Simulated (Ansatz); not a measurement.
**Si2Ni: a vibration from a frozen displacement**

Level of theory: Ansatz, DFT PBEsol, scalar-relativistic, plane waves, PAW. Cutoff 420 eV, Γ-centred 16×16×16 k-points, Gaussian smearing of 0.15 eV. No spin polarisation. A magnetic state may lie lower. Energies are free energies at this smearing, counted from the undisturbed cell; pressure is positive in compression.

Reference structure (relaxed at this level; with this scan's settings it stands at -0.1 GPa):

```xyz
3
Lattice="0.0000 2.6957 2.6957 2.6957 0.0000 2.6957 2.6957 2.6957 0.0000" Properties=species:S:1:pos:R:3 pbc="T T T"
Si    1.3479    1.3479    1.3479
Si    4.0436    4.0436    4.0436
Ni    0.0000    0.0000    0.0000
```

Every Si atom is moved by x along the Cartesian unit vector (1.000, 0.000, 0.000); the cell and all other atoms stay fixed. The cell's volume is 39.18 Å³; the moved atoms weigh 56.170 u together and the others 58.693 u. Some rows repeat others by symmetry and weren't run.

| x (Å) | ΔE (meV/cell) | total force on the moved atoms along the move (eV/Å) | pressure (GPa) |
| --- | --- | --- | --- |
| -0.5000 | 1240.44 | 4.7582 | 16.1611 |
| -0.4375 | 958.02 | 4.2680 | 12.6009 |
| -0.3750 | 708.12 | 3.7208 | 9.3948 |
| -0.2500 | 316.72 | 2.5254 | 4.2229 |
| -0.1250 | 79.28 | 1.2686 | 0.9811 |
| 0.0000 | 0.00 | 0.0000 | -0.1275 |
| 0.1250 | 79.28 | -1.2686 | 0.9811 |
| 0.2500 | 316.72 | -2.5254 | 4.2229 |
| 0.3750 | 708.12 | -3.7208 | 9.3948 |
| 0.4375 | 958.02 | -4.2680 | 12.6009 |
| 0.5000 | 1240.44 | -4.7582 | 16.1611 |

What frequency belongs to this motion?

The force constant is k = −dF/dx = 10.149 eV/Å², from the parabola through x = -0.1250, 0 and 0.1250. In every cell the moved atoms swing against the rest, so the mass is μ = m₁m₂/(m₁ + m₂) = 28.702 u, and ν̃ = 521.5 cm⁻¹ × √(|k|/μ) = 310 cm⁻¹. To first order in x, and within 1 %, the force on every atom lies along the move and, within each of the two groups, in proportion to the atom's mass, so this is itself a mode at the zone centre of this cell.

How far does the harmonic law reach?

At x = -0.500 Å, kx²/2 = 1268.60 meV against the computed 1240.44 meV (-2.2 %): the well is still close to harmonic there.

The pressure changes with x². What does that say about the frequency under compression?

With E = k(V)x²/2, k ∝ V^(−2γ) and x scaling with the cell as V^(1/3), P − P0 = −∂E/∂V = (2γ − 2/3) ΔE/V. At x = 0.2500 Å, V(P − P0) = 39.18 × 4.35037 / 160.2 eV = 1063.81 meV and ΔE = 316.72 meV, so γ = 1/3 + V(P − P0)/(2ΔE) = 2.01. This is the Grüneisen parameter of the motion under uniform scaling of the cell: shrinking the cell evenly by 1 % in volume raises the frequency by about 2.01 %.

In a metal these slopes depend on the k mesh and the smearing.

Cost: 6 runs of about 1.8 core-minutes in all, on Intel Xeon Platinum 8259CL (Skylake/Cascade Lake) (shared hosts).